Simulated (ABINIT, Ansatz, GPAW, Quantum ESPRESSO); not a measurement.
# TaVN2: programs and potentials compared

```
Ta V N
1.0
     3.04987    0.00000    0.00000
     0.00000    3.04987    0.00000
     0.00000    0.00000    4.29606
Ta V N
1 1 2
Direct
  0.00000 0.00000 0.00000
  0.50000 0.50000 0.50000
  0.50000 0.50000 0.00000
  0.00000 0.00000 0.50000
```

The cell comes from a database or a generator and needn't be the stable form of this composition.

Alike in all runs: task single point; functional PBEsol; k mesh 9 × 9 × 6; occupations fermi-dirac, width 0.05 eV; collinear spin, ferromagnetic start; no spin-orbit coupling. Pressure is positive in compression and, in plane waves, holds the error of the finite cutoff, which Ansatz's Pulay term estimates and takes out.

| program and potentials | plane-wave cutoff (eV) | notes | pressure (GPa) | net moment per atom (μB) |
| --- | --- | --- | --- | --- |
| Ansatz, Ansatz PAW | 420 | potentials made for PBE, which Ansatz adapts in part; Pulay term of +0.53 GPa included | -11.13 | 0.23 |
| ABINIT, JTH PAW PBE v2.0 | 707 | potentials made for PBE | -10.28 | 0.22 |
| GPAW, PAW data sets generated for this functional | 800 | - | -10.44 | 0.22 |
| Quantum ESPRESSO, GBRV 1.5 PBEsol | 762 | - | ? | ? |
| Ansatz, all-electron LAPW, scalar-relativistic | - | - | -11.12 | 0.23 |

Problem. Estimate from the other rows what the run with Quantum ESPRESSO, GBRV 1.5 PBEsol gave.

Solution. Pressure -11.23 GPa; net moment per atom 0.22 μB. The other rows, which needn't bracket it: pressure -11.13 to -10.28; net moment per atom 0.22 to 0.23.
